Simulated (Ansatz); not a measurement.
Cells of TiC2 relaxed with PBE (plane waves to 420 eV, PAW, scalar-relativistic; Ansatz, a first-principles code), each with a space-group label. One label is wrong.

**A**, labelled I4₁/amd (No. 141)
```yaml
crystal:
  lattice:
    - [-2.01987, 2.01987, 4.86957]
    - [2.01987, -2.01987, 4.86957]
    - [2.01987, 2.01987, -4.86957]
  atoms:
    - { symbol: Ti, position: [0.50000, 0.50000, 0.00000] }
    - { symbol: Ti, position: [0.25000, 0.75000, 0.50000] }
    - { symbol: C, position: [0.28014, 0.28014, 0.00000] }
    - { symbol: C, position: [0.03014, 0.53014, 0.50000] }
    - { symbol: C, position: [0.46986, 0.96986, 0.50000] }
    - { symbol: C, position: [0.71986, 0.71986, 0.00000] }
```

**B**, labelled P4₂/mnm (No. 136)
```yaml
crystal:
  lattice:
    - [2.67067, 0.00000, 0.00000]
    - [-1.33534, 2.31287, 0.00000]
    - [0.00000, 0.00000, 3.86227]
  atoms:
    - { symbol: Ti, position: [0.00000, 0.00000, 0.00000] }
    - { symbol: C, position: [0.33333, 0.66667, 0.50000] }
    - { symbol: C, position: [0.66667, 0.33333, 0.50000] }
```

**C**, labelled Fddd (No. 70)
```xyz
6
Lattice="0.0000 3.0380 4.2575 2.0463 0.0000 4.2575 2.0463 3.0380 0.0000" Properties=species:S:1:pos:R:3 pbc="T T T"
C      1.0232     1.5190     2.8847
C      1.0232     1.5190     1.3728
C      2.0463     3.0380     7.7590
C      2.0463     3.0380     0.7559
Ti     3.0695     4.5570     6.3862
Ti     2.0463     3.0380     4.2575
```

**D**, labelled Cmcm (No. 63)
```xyz
6
Lattice="1.4421 -6.2988 0.0000 1.4421 6.2988 0.0000 0.0000 0.0000 2.7024" Properties=species:S:1:pos:R:3 pbc="T T T"
C      1.4421    -5.9046     2.0268
C      1.4421     5.9046     0.6756
C      1.4421     3.1587     2.0268
C      1.4421    -3.1587     0.6756
Ti     1.4421    -1.4618     2.0268
Ti     1.4421     1.4618     0.6756
```

Task: Which label is wrong, and what should it be (tolerance 0.01 Å)?

Result: B: its symmetry is P6/mmm (No. 191), hP3; a = b = 2.6707 Å, c = 3.8623 Å, α = β = 90.00°, γ = 120.00°.

Each run could gain symmetry but not lose that of its start, so entries can be saddle points. All of these are generated cells (placed on structure types, drawn at random, substituted or restacked) that were not matched to a known phase here.

No spin polarisation in the result. A magnetic state may lie lower.
